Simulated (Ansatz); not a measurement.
Ga2O3:
Space group C2/m (No. 12); a = 12.135 Å, b = 3.016 Å, c = 5.751 Å, α = γ = 90.00°, β = 103.75°

```csv
atom,site,symmetry,x,y,z
Ga,4i,m,0.0907,0.0000,0.2950
Ga,4i,m,0.3411,0.0000,0.1857
O,4i,m,0.1731,0.0000,0.0622
O,4i,m,0.1657,0.0000,0.6093
O,4i,m,0.0036,0.5000,0.2442
```
(The calculation used a cell of 10 atoms; values per cell refer to that cell.)

Relaxed with LDA.

Give the optical modes at the zone centre with their infrared and Raman activity from DFPT, the program Ansatz at the LDA level (PAW).

Transverse frequencies, without the LO–TO term; a row sums one degenerate level.

```tsv
ω (cm⁻¹)	degeneracy	IR ((D/Å)²/amu)	Raman (Å⁴/amu)	activity	symmetry
108	1	0.00	0.087	Raman	Ag
110	1	0.00	0.090	Raman	Bg
147	1	0.00	0.60	Raman	Bg
151	1	0.10	0	IR	Au
165	1	0.00	1.5	Raman	Ag
193	1	0.00	9.8	Raman	Ag
195	1	11.13	0	IR	Bu
253	1	7.76	0	IR	Bu
277	1	0.71	0	IR	Bu
303	1	14.38	0	IR	Au
318	1	0.00	2.8	Raman	Ag
348	1	0.00	7.4	Raman	Ag
354	1	5.14	0	IR	Bu
354	1	0.00	1.3	Raman	Bg
394	1	0.00	7.2	Raman	Ag
429	1	29.13	0	IR	Bu
453	1	23.88	0	IR	Au
466	1	0.00	7.3	Raman	Ag
478	1	0.00	2.6	Raman	Bg
574	1	31.57	0	IR	Bu
627	1	0.00	12	Raman	Ag
652	1	0.00	4.6	Raman	Bg
656	1	0.00	9.7	Raman	Ag
662	1	13.09	0	IR	Au
685	1	8.65	0	IR	Bu
738	1	4.62	0	IR	Bu
758	1	0.00	41	Raman	Ag
```

How high does the top mode go among those that the LO–TO term moves?

758 cm⁻¹ for q along x, 754 cm⁻¹ for q along y, 783 cm⁻¹ for q along z.

The cell was relaxed with LDA under the symmetry of its start; of distortions, only those at the zone centre were tested.

Potentials: the later of the program's two PAW sets.
